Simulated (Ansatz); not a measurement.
AlC6:
```xyz
7
Lattice="4.2426 0.0000 0.0000 -2.1213 3.6742 0.0000 0.0000 0.0000 6.1257" Properties=species:S:1:pos:R:3 pbc="T T T"
C      0.7071     1.2247     0.0000
C      2.8285     0.0000     0.0000
C     -1.4142     2.4495     0.0000
C      1.4141     0.0000     0.0000
C      1.4142     2.4495     0.0000
C     -0.7071     1.2247     0.0000
Al     0.0000     0.0000     3.0629
```

This is the r²SCAN+D4-relaxed structure.

Task: All from r²SCAN+D4 in the plane-wave PAW code Ansatz, unless another level is named. Predict the electronic character.

Result: metallic (no gap).

Task: Next, the formation energy from the elements (no fitted shifts)?

Result: 0.36 eV/atom.

Task: Next, the density of states at the Fermi level?

Result: 0.23 states/eV per atom (mean over ±0.08 eV).

Space group P6/mmm. The cell is a constructed one: a structure type filled with these elements; neither database checked (COD, Materials Project) lists it. Whether it is the stable phase at ambient conditions was not checked. Symmetry was held in the r²SCAN+D4 relaxation; its stability against distortions is not shown here. The references are the lowest solids computed at this level, not always the standard phases.

Potentials: the later of the program's two PAW sets.
